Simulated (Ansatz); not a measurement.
Crystals of one structure type (bcc (W type)), relaxed and computed with DFT-r²SCAN+D4 in the program Ansatz with PAW potentials.

| crystal | a (Å) | spin order and moments (μB) |
|---|---|---|
| V | 2.978 | moments vanished |
| Fe | 2.860 | ferromagnetic; net 2.65 per atom; largest site about 2.8 |
| Rb | 5.723 | not spin-polarised |
| Nb | 3.297 | not spin-polarised |
| Mo | 3.144 | not spin-polarised |
| Cs | ___ | not spin-polarised |
| Ba | 5.050 | not spin-polarised |
| W | 3.163 | not spin-polarised |

Question: What belongs in the gaps?

Answer: 
- Cs, a (Å): 6.243

Spin orders computed, not proven ground states: Fe, bcc (W type) ferromagnetic. Began spin-polarised and lost the moments: V, bcc (W type). All cells were relaxed under the symmetry of their starts (and spin orders); stability against distortions was not tested throughout. Rows with no word on spin ran without spin polarisation. Scalar-relativistic: spin–orbit coupling is off unless named, which matters more the heavier the elements.

Potentials: the earlier of the program's two PAW sets.
